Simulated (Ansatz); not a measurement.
One crystal and one scan (energy against volume) at two levels, PBE (plane waves to 420 eV, PAW, scalar-relativistic; Ansatz, a first-principles code) and PBEsol (plane waves to 420 eV, PAW, scalar-relativistic; Ansatz), each from its own relaxed cell and on its own mesh. The cell shown is that of PBE.

CsPbCl3 (cubic perovskite)

```xyz
5
Lattice="5.7357 0.0000 0.0000 0.0000 5.7357 0.0000 0.0000 0.0000 5.7357" Properties=species:S:1:pos:R:3 pbc="T T T"
Cs     0.0000     0.0000     0.0000
Pb     2.8678     2.8678     2.8678
Cl     0.0000     2.8678     2.8678
Cl     2.8678     2.8678     0.0000
Cl     2.8678     0.0000     2.8678
```

E(V) scan at fixed shape, V₀ the volume above. Symmetry pins the atoms to their sites.

E stands for the smeared free energy. CsPbCl3 was relaxed with its symmetry unable to fall. Spin-orbit coupling is left out, though Pb is heavy. The PAW data are Ansatz's earlier set. This is a high-temperature form of CsPbCl3. Percentages come from the unrounded values. Both scans cover V/V₀ from 0.940 to 1.060.

```csv
quantity,PBE,PBEsol,PBE − PBEsol
Lattice constant a (Å),5.736,5.619,+0.117 (+2.1 %)
Pressure at the smallest volume (GPa),1.56,1.79,-0.23 (-13 %)
Energy cost of the largest compression (meV/atom),10.4,11.2,-0.8 (-7 %)
Energy cost of the largest expansion (meV/atom),8.3,8.9,-0.6 (-7 %)
Bulk modulus B₀ (third-order Birch-Murnaghan fit) (GPa),21.8,25.0,-3.2 (-13 %)
Pressure derivative B₀′ (fit),4.7,4.7,0.0
Pressure for 5 % compression (fit) (GPa),1.3,1.4,-0.1
```

PBE gives the higher value for: lattice constant a. PBE gives the lower value for: pressure at the smallest volume; energy cost of the largest compression; energy cost of the largest expansion; bulk modulus B₀. They agree on: pressure derivative B₀′ (within 1.5 %).

ΔE (meV/atom), each from the relaxed starting cell of its own level:

| V/V₀ | PBE | PBEsol |
|---|---|---|
| 0.940 | 10.4 | 11.2 |
| 0.950 | 7.1 | 7.6 |
| 0.960 | 4.4 | 4.8 |
| 0.970 | 2.5 | 2.6 |
| 0.980 | 1.1 | 1.2 |
| 0.990 | 0.3 | 0.3 |
| 1.000 | 0.0 | 0.0 |
| 1.010 | 0.3 | 0.3 |
| 1.020 | 1.0 | 1.1 |
| 1.030 | 2.2 | 2.4 |
| 1.040 | 3.8 | 4.1 |
| 1.050 | 5.9 | 6.3 |
| 1.060 | 8.3 | 8.9 |

(Under strain, the slope of the energy per volume gives the stress and its curvature an elastic modulus.)
